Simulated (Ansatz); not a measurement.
# Sb₂W: relaxation of cell and atoms

Theory: DFT, PBE, PAW with Ansatz's default frozen-core files, scalar-relativistic (Ansatz 0.2.0).

Command: `ansatz run input.yaml --threads 1 --pin off --max-ram 4096MiB --backend cpu --events-out ev --progress --plain --runs-dir out` The run took 48 s on 1 thread of Arm Neoverse N1, with other jobs on the host, peak memory 0.39 GiB.

```yaml
crystal:
  lattice:
    - [0.0, 3.2550335667, 3.2550335667]
    - [3.2550335667, 0.0, 3.2550335667]
    - [3.2550335667, 3.2550335667, 0.0]
  atoms:
    - { symbol: W, position: [0.0, 0.0, 0.0] }
    - { symbol: Sb, position: [0.25, 0.25, 0.25] }
    - { symbol: Sb, position: [0.75, 0.75, 0.75] }
kpoints:
  mp_grid: { grid: [10, 10, 10] }
scf:
  occupations: { method: fermi_dirac, width: 0.08 }
hamiltonian:
  xc: pbe
  pseudopotentials: { kind: paw }
output:
  forces: true
  stress: true
relax:
  f_tol: 0.005
  max_steps: 80
  cell: {}
```

No spin–orbit coupling, which matters for the heavy atoms here.

The cell is built from the fluorite type as a first guess.

The cutoff is 420 eV; energies and pressures of the walk include the program's estimate of the Pulay term.

Each frame lists the cell vectors (Å), then Cartesian positions (Å); symmetry keeps all forces zero. Free energies count from the first step, -23351.7233 eV.

The walk took 6 evaluations in all; steps that aren't listed are left out.

Step 1: E = 0.0 meV, P = 5.85 GPa

```
cell 0.0000 3.2550 3.2550 3.2550 0.0000 3.2550 3.2550 3.2550 0.0000
W     0.0000    0.0000    0.0000
Sb    1.6275    1.6275    1.6275
Sb    4.8826    4.8826    4.8826
```

Step 2: E = +94.3 meV, P = -6.96 GPa, step rejected

```
cell 0.0000 3.4084 3.4084 3.4084 0.0000 3.4084 3.4084 3.4084 0.0000
W     0.0000    0.0000    0.0000
Sb    1.7042    1.7042    1.7042
Sb    5.1125    5.1125    5.1125
```

Step 3: E = -60.1 meV, P = -0.87 GPa

```
cell 0.0000 3.3215 3.3215 3.3215 0.0000 3.3215 3.3215 3.3215 0.0000
W     0.0000    0.0000    0.0000
Sb    1.6608    1.6608    1.6608
Sb    4.9823    4.9823    4.9823
```

Question: How does the relaxation end?

Answer: It converges, with a = 6.623 Å, b = 6.623 Å, c = 6.623 Å, α = 90.00°, β = 90.00°, γ = 90.00° (conventional cell, space group Fm-3m). The last solve (on a basis chosen afresh for the final cell, so its energy is not quite comparable) gives E = -63.1 meV, P = -0.01 GPa:
```
cell 0.0000 3.3116 3.3116 3.3116 0.0000 3.3116 3.3116 3.3116 0.0000
W     0.0000    0.0000    0.0000
Sb    1.6558    1.6558    1.6558
Sb    4.9674    4.9674    4.9674
```
